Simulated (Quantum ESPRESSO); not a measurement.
**Kohn-Sham bands of Hf (hcp (Mg type))**

```
Hf
1.0
    3.19238     0.00000     0.00000
   -1.59619     2.76468     0.00000
    0.00000     0.00000     5.04504
Hf
2
Cartesian
  1.59619  -0.92156   1.26126
 -1.59619   0.92156  -1.26126
```

Cell from Materials Project (mp-103), symmetrised, no further relaxation. This is the element's usual structure. Method: PBEsol plane waves in Quantum ESPRESSO 7.5 (PseudoDojo norm-conserving files, 47 Ry, spinors with spin-orbit coupling), Bloch states on a 6×6×4 mesh through Γ, Wannier90 4.0.1. Density: 18×18×8 mesh, cold smearing 0.01 Ry.

Question: List the Kohn-Sham levels between −8 and 3.0 eV relative to the Fermi level at the high-symmetry points, as a band run of pw.x on that density gives them (levels within 2 meV counted together).

Answer: 
| point | k (reciprocal lattice) | levels (eV) |
|---|---|---|
| Γ | 0.000 0.000 0.000 | -7.38 (×2), -3.72 (×2), 0.63 (×2), 0.99 (×2), 1.37 (×2), 1.42 (×2), 1.76 (×2), 2.23 (×2), 2.60 (×2), 2.81 (×2) |
| M | 0.500 0.000 0.000 | -3.36 (×2), -2.76 (×2), -2.25 (×2), -0.80 (×2), 0.72 (×2), 0.84 (×2), 1.73 (×2) |
| K | 0.333 0.333 0.000 | -2.14 (×2), -1.99 (×2), -1.63 (×2), -1.47 (×2), 0.30 (×2), 0.40 (×2), 2.08 (×2) |
| A | 0.000 0.000 0.500 | -5.39 (×4), 0.14 (×4), 0.92 (×4), 1.21 (×4) |
| L | 0.500 0.000 0.500 | -3.42 (×4), -0.99 (×4), 1.13 (×4), 2.69 (×4) |
| H | 0.333 0.333 0.500 | -1.81 (×2), -1.74 (×2), -1.63 (×2), -1.33 (×2), -0.36 (×2), -0.05 (×2), 2.41 (×2), 2.68 (×2) |
